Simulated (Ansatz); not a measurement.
The start is a generated cell, SnSe built in the AFLOW prototype AB_oI4_44_a_b (as in GaAs). Cell shape, volume and atoms are optimised at zero target pressure with r2SCAN (plane waves to 500 eV, PAW, scalar-relativistic; Ansatz, an electronic-structure program). The first steps use a coarse 8×8×8 k-mesh.

The start:
```
CELL_PARAMETERS angstrom
     -3.05396     3.13684     1.68000
      3.05396    -3.13684     1.68000
      3.05396     3.13684    -1.68000
ATOMIC_POSITIONS crystal
  Sn 0.00000 0.00000 0.00000
  Se 0.57500 0.07500 0.50000
```

### Question
What pressure does the first self-consistent step give?

### Answer
-7.0 GPa (negative: the cell is under tension).

### Question
What is the largest force in the starting geometry, and on which atom (counted from 1)?

### Answer
0.08 eV/Å, on Sn1, Se2 (atoms numbered as listed).

### Question
How does the volume per atom move from start to end?

### Answer
-13.7 %, from 32.19 to 27.78 Å³/atom.

### Question
Is the relaxed structure metallic? Give its gap.

### Answer
No clear gap: the sampled points leave 0.14 eV away from the symmetry points, which may be a band crossing missed between them.

### Question
Write out the relaxed structure.

### Answer

Space group Imm2 (No. 44); a = 4.225 Å, b = 6.032 Å, c = 4.360 Å, α = 90.00°, β = 90.00°, γ = 90.00°

| atom | site | symmetry | x | y | z |
|---|---|---|---|---|---|
| Sn | 2a | mm2 | 0.0000 | 0.0000 | 0.0083 |
| Se | 2b | mm2 | 0.0000 | 0.5000 | 0.0667 |
(The calculation used a cell of 2 atoms; values per cell refer to that cell.)

The space group stays Imm2 (No. 44) (the run could not lower it), with 2 atoms in the primitive cell. Final values are on a 11×11×11 k-mesh of the relaxed cell. No spin polarisation in the result.

The run could not lose the symmetry of its start, so the end can be a saddle point.

The relaxed structure here is a generated cell of SnSe: the first start was made by placing the elements on the sites of a structure type, and the end was not matched to a known phase here, so it may be hypothetical. Known forms of SnSe include space group No. 62.
